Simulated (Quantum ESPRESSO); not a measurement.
TaInAg4Rh2 (simulated cell) (calculated)

Computed with Quantum ESPRESSO 7.5. Calculation on a made-up metal alloy cell, not a measurement: no spin or spin-orbit, unrelaxed, 2900 K smearing, stress positive in tension, cell energy less fitted offsets; periodic Kohn-Sham density functional theory in plane waves with PseudoDojo standard norm-conserving scalar-relativistic pseudopotentials, each functional with its own files (v0.5 for PBE, v0.4.1 for LDA and PBEsol), eight atoms on drawn sites of a strained close-packed or body-centred lattice, each displaced and held fixed; the energy is the cell's free energy, ions and the entropy term -TS included, at the stated Fermi-Dirac width, less a fixed offset for each atom's element (shifted free energy); compositions with an open d shell lost a parallel starting moment in a cheaper test run, and other magnetic orders were not tried; an error bar is the largest change of its kind in a tighter rerun, never given below 0.002 eV, 0.02 GPa or 0.003 eV/angstrom, and covers cutoff and k-mesh only, not smearing or the files.

```xyz
8
Lattice="2.0733 4.1467 2.0733 2.0733 -4.1467 2.0733 2.0733 0.0000 -6.2200" Properties=species:S:1:pos:R:3 formula=TaInAg4Rh2 lattice_type=face-centred_cubic functional=pbe cutoff=1197 fermi_dirac_smearing=0.25 electrons_removed=0 run_command=mpirun_-np_4_pw.x_-nk_4_-in_in run_processor=Intel_Xeon,2023_or_later,virtual_cores k_mesh=5_x_5_x_4_shifted_half_a_step_off_Gamma_on_each_axis
Rh     0.1602    -0.0327     0.0156
Ag     1.9950    -2.1567    -0.0361
Ta     2.0965     0.1074    -2.0630
Ag     4.1022    -2.0856    -2.0102
In     2.1459    -0.0800     2.0561
Rh     2.0079     2.0353    -0.0564
Ag     4.0232     0.0832    -0.0280
Ag     4.1964     2.1331    -2.0874
```

Units: cutoff, fermi_dirac_smearing in eV.

Atoms:
| atoms element | atom site | atom energy offset (eV) |
| --- | --- | --- |
| Rh | 1 | -3191.96 |
| Ag | 2 | -4218.03 |
| Ta | 3 | -1771.44 |
| Ag | 4 | -4218.03 |
| In | 5 | -1808.02 |
| Rh | 6 | -3191.96 |
| Ag | 7 | -4218.03 |
| Ag | 8 | -4218.03 |

Notes: heavy elements are run without spin-orbit coupling, which real alloys of them have; a spin test at this wide smearing found no moment, but such smearing suppresses magnetism that the real alloy may have; lattice, volume and sites are drawn at random and may be unstable or far from any real phase; energies are for the whole cell, less offsets fitted to these runs, so they are not formation energies; error bars: energy 0.002 eV, stress 0.026 GPa, force 0.003 eV/Å, from a tighter rerun of this cell; 13 SCF iterations, 200 s of wall time on a shared machine.

Questions
1. Estimate the stress zz of TaInAg4Rh2 (simulated cell).
2. Estimate the stress xy of TaInAg4Rh2 (simulated cell).
3. Give the table of forces values for TaInAg4Rh2 (simulated cell).

## Answers
1. 4.83 GPa
2. 0.6 GPa
3. 
Forces:
| site | x (eV/Å) | y (eV/Å) | z (eV/Å) |
| --- | --- | --- | --- |
| 1 | 0.071 | 0.22 | -0.897 |
| 2 | 0.404 | 0.314 | -0.152 |
| 3 | -1.882 | -0.365 | 1.731 |
| 4 | 0.324 | 0.189 | -0.297 |
| 5 | 0.021 | 0.262 | 0.115 |
| 6 | 0.667 | 0.088 | -0.578 |
| 7 | 0.838 | -0.528 | -0.178 |
| 8 | -0.443 | -0.18 | 0.255 |

Further results for TaInAg4Rh2 (simulated cell):

| Item | Value |
| --- | --- |
| entropy term negative ts | -1.235 eV |
| pressure | -3.78 GPa |
| stress xx | 3.35 GPa |
| stress yy | 3.17 GPa |
| stress yz | 1.05 GPa |
| stress xz | -1.09 GPa |
| shifted free energy | 0.167 eV |
